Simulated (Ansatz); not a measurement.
**Calculated coordination and ⁶Li quadrupole coupling for Li13P4N10Cl3**

Cell: an entry of the Crystallography Open Database (COD), its atoms then relaxed with PBE in this cell.

Space group Fm-3m (No. 225); a = 13.9321 Å.

```
site  Wyckoff  site symmetry       x       y       z
 Li1      24e           4m.m  0.5000  0.5000  0.3554
 Li7      32f            .3m  0.1282  0.3718  0.3718
Li15      48i           m.m2  0.6821  0.6821  0.5000
   P      32f            .3m  0.3224  0.3224  0.3224
 N35      32f            .3m  0.3879  0.6121  0.6121
 N43      48g           2.mm  0.7500  0.7500  0.6129
  Cl      24e           4m.m  0.5000  0.5000  0.8166
```

One atom of each set is listed; the run and its k-mesh use a cell of 60 atoms with edges of 9.85, 9.85, 9.85 Å.

Computed with Ansatz: DFT, PBE, plane waves and PAW, scalar-relativistic, 420 eV cutoff, Γ-centred 4×4×4 k-points, Fermi–Dirac smearing 0.02 eV.

Q(⁶Li) = -0.8080 mb.

Question: Rank these Li sites by |C_Q|, smallest first.
A. Li7: 3 N at 2.41 Å, 3 Cl at 2.64 Å
B. Li1: 4 N at 2.25 Å, 1 Cl at 2.40 Å; also 4 Li at 2.59 Å
C. Li15: 4 N at 2.06–2.08 Å; also 2 Cl at 3.15 Å

Answer: A (0.001 MHz, η = 0.00), B (0.005 MHz, η = 0.00), C (0.006 MHz, η = 0.44).

An axis of threefold or higher order runs through Li7 and Li1, so V_zz lies along it and η is zero. Like point charges on the first shell alone (each adding as 1/d³) would give another order (Li1 < Li7 < Li15): the kind of neighbour, the covalent part of each bond and the atoms beyond the first shell count as well.

With these PAW files V_zz is typically within 2 to 3 % of all-electron values, but misses above 10 % occur on Li.
